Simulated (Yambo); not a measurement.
GaN (zinc blende, space group F-43m, No. 216); a = b = c = 3.1817 Å, α = β = γ = 60.00°. With the G0W0 scissor the direct gap on the mesh is 2.33 eV.

**Question.** Does this run resolve the lowest exciton, and if so, what are its energy and binding? (Yambo, PBEsol bands; 6×6×6 mesh, 6 valence and 4 conduction bands, static screening with 34 bands and a 4 Ry block, scissor 0.60 eV, Tamm-Dancoff.)

**Answer.** No. The lowest state covers only about 1 of the 216 k points, so the mesh doesn't resolve it: its energy and its distance from the direct gap are mesh artefacts. An extended exciton needs a far denser mesh. The scissor comes from a G0W0 run whose convergence isn't established. 

The standard potential for Ga keeps a d shell in the valence without the s and p states of that shell. In tests on such compounds this moved G0W0 gaps by up to about 0.9 eV, so absolute quasiparticle energies here are unreliable; differences between settings are what counts.

Spin-orbit coupling is included.

Geometry relaxed with PBEsol.

This is not the ordinary phase of the substance; no match was found in the copy of COD used, and its stability was not checked.
